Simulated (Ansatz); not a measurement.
Task: Name crystals whose computed values (r²SCAN in the plane-wave PAW code Ansatz) fall in these windows: Θ_D (K) 390 to 530; G_Hill (GPa) 44 to 62; highest Γ mode, no LO–TO term (cm⁻¹) 330 to 410.

Result: 

| crystal | Θ_D (K) | G_Hill (GPa) | highest Γ mode, no LO–TO term (cm⁻¹) |
|---|---|---|---|
| TiSi, Cmmm (Ti on 2b, Si on 2d) | 487 | 55.2 | 365 |
| Si2Ni, fluorite or antifluorite type | 494 | 59.1 | 331 |
| GaP, zinc blende | 453 | 57.9 | 360 |
Others may fit too.

Standing as an ambient phase not checked: TiSi, Cmmm (Ti on 2b, Si on 2d). All cells were relaxed under the symmetry of their starts (and spin orders); stability against distortions was not tested throughout. Rows with no word on spin ran without spin polarisation. Scalar-relativistic: spin–orbit coupling is off unless named, which matters more the heavier the elements.

Potentials: the earlier of the program's two PAW sets.
